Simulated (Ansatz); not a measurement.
**Ti$_{3}$Cd: pressure against volume**

Ti$_{3}$Cd, Pm-3m, a = 4.135 Å. The structure is a Materials Project entry; whether it is the stable form wasn't checked. Ansatz: r2SCAN, PAW, 500 eV, Γ-centred 10×10×10 mesh on 4 atoms, Gaussian smearing 0.10 eV; no spin polarisation. Symmetry fixes shape and atoms, so the cell is only scaled; pressure is positive in compression.

```tsv
V (Å³/atom)	P (GPa)
16.612	7.69
17.142	3.54
17.672	-0.04
18.202	-3.12
18.732	?
```

Take V0 = 17.672 Å³/atom, count pressures from its P0 = -0.04 GPa, fit the third-order Birch–Murnaghan form to the other rows, and predict the missing pressure.

With the Eulerian strain f = ½[(V0/V)^(2/3) − 1] and y = (P − P0)/[3f(1 + 2f)^(5/2)], the form is the line y = B0 + 1.5 B0 (B0′ − 4) f. Rows (f, y): 0.02105, 110.4; 0.01025, 110.7; -0.00975, 110.6. Means f = 0.007183, y = 110.57; Σ(Δf)² = 0.0004884, ΣΔfΔy = -0.002467; the slope is their ratio. y = 110.6 − 5.050 f GPa, so B0 = 110.6 GPa and B0′ = 4 + 2 × (-5.050)/(3 × 110.6) = 3.97. At V = 18.732, f = -0.01905, y = 110.70 and P = -5.78 GPa. The run gave -5.77 GPa, so the fit is 0.01 GPa too low, a small miss on the scale of the series. The form still works here, 33 % of the fitted range beyond its end.